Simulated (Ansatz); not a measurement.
**Ansatz run, Se$_{3}$Br**

input.yaml (Ansatz 0.2.0)

```yaml
crystal:
  lattice:
    - [3.226981, 4.435201, 0.0]
    - [3.226981, -4.435201, 0.0]
    - [0.0, 0.0, -8.04347]
  atoms:
    - { symbol: Se, position: [0.1177, 0.8823, 0.032] }
    - { symbol: Se, position: [0.8823, 0.1177, 0.532] }
    - { symbol: Se, position: [0.5642, 0.4358, 0.7832] }
    - { symbol: Se, position: [0.4358, 0.5642, 0.2832] }
    - { symbol: Se, position: [0.2412, 0.7588, 0.6948] }
    - { symbol: Se, position: [0.7588, 0.2412, 0.1948] }
    - { symbol: Br, position: [0.3415, 0.6585, 0.928] }
    - { symbol: Br, position: [0.6585, 0.3415, 0.428] }
  symmetry: { tolerance: 0.0003 }
kpoints:
  mp_grid: { grid: [7, 7, 4], shift: [0, 0, 0] }
  band_path:
    path:
      - [0.0, 0.0, 0.0]
      - [0.5, 0.0, 0.0]
      - [0.5, 0.0, -0.5]
      - [0.0, 0.0, -0.5]
      - [0.5, -0.5, -0.5]
    npoints: 13
magnetization:
  spin_polarized: false
scf:
  occupations: { method: fermi_dirac }
  lower_state_search: "off"
  max_iter: 200
hamiltonian:
  pseudopotentials: { kind: paw }
  xc: pbe
basis:
  ecutwfc: 420
  fft_grid_basis: typed
output:
  forces: true
  stress: true
  eigenvalues: true
  bader: true
  populations: true
  elf: true
  write_potential: true
  volumetric_format: npy
  dos:
    e_range: [-12, 8]
    de: 0.05
    projected: { site_lists: { Br: [Br], Se: [Se] } }
checkpoint:
  read: saved_state
```

The run starts from an earlier solution of this cell. 

Output (shortened):

```
SCF iter   1: F=—  Δρ=5.67e-4  dr2=6.77e-4
SCF iter   2: F=—  Δρ=2.67e-4  dr2=2.50e-4
SCF iter   3: F=—  Δρ=8.88e-5  dr2=2.80e-5
SCF iter   4: F=—  Δρ=2.93e-5  dr2=3.24e-6
SCF iter   5: F=—  Δρ=8.92e-6  dr2=2.66e-7
SCF iter   6: F=-38369.2965 eV  Δρ=2.75e-6  dr2=3.10e-8
Free energy (F): -38369.2965 eV
Harris-Foulkes:  -38369.2965 eV  (|F-HF|=1.54e-8)
Internal energy: -38369.0413 eV  (E = F + TS)
E sigma→0 (E₀):  -38369.1689 eV
Entropy (-TS):   -0.2553 eV (-31.906 meV/atom)
Fermi energy:    5.7578 eV
--- Per-component energies (eV) ---
  E_band       = -2570.7768
  E_kinetic    = 987.3925
  E_local      = -16905.5715  (includes V_loc(G=0)·N_el)
  E_nonlocal   = -3426.0779
  E_hartree    = 8140.2422
  E_xc         = -1152.3270
  E_vxc        = -793.8551  (∫ρ·V_xc dr)
  E_paw        = -15964.0331  (= ΣΔE_a)
  E_vpaw       = 1286.8579  (= ΣTr[D̂ρ^β])
  E_aug_tail   = -0.0035  (compensation charges beyond the density's cutoff)
  E_ewald      = -10048.6630
  E_smearing   = -0.2553  (= −TS)
--- Forces (eV/Å), atoms counted from 1 ---
  atom   1  Se     0.0000    -5.1664    -2.2254
  atom   2  Se     0.0000     5.1664    -2.2254
  atom   3  Se     0.0000     3.4432     1.9655
  atom   4  Se     0.0000    -3.4432     1.9655
  atom   5  Se     0.0000    -2.2586     5.4325
  atom   6  Se     0.0000     2.2586     5.4325
  atom   7  Br     0.0000     4.2012    -5.1725
  atom   8  Br     0.0000    -4.2012    -5.1725
--- Stress (GPa, compression-positive) ---
       -0.8398       0.0000       0.0000
        0.0000      24.9392       0.0000
        0.0000       0.0000      19.4693
  P = ⅓ Tr σ = 14.5229 GPa (145.229 kbar)
--- Löwdin populations: 8 sites ---
  site symbol       q [e]
     0     Se     16.1833
     1     Se     16.1833
     2     Se     16.2727
     3     Se     16.2727
     4     Se     15.9487
     5     Se     15.9487
     6     Br      6.2593
     7     Br      6.2593
  spilling = 0.0061 (of n_electrons = 110.0000)
--- Bader charges: 8 sites ---
  site symbol  charge [e]  shift [e]
     0     Se     -0.1112     0.0011
     1     Se     -0.1113     0.0011
     2     Se     -0.2075     0.0002
     3     Se     -0.2075     0.0002
     4     Se      0.1861     0.0048
     5     Se      0.1861     0.0048
     6     Br      0.1327     0.0061
     7     Br      0.1327     0.0061
```

Origin: a known structure type with other elements, at an estimated volume, so it need not be a known compound. Caveats: many states at the Fermi level without spin polarisation, so a magnetic state may lie lower; atoms or cell far from equilibrium.
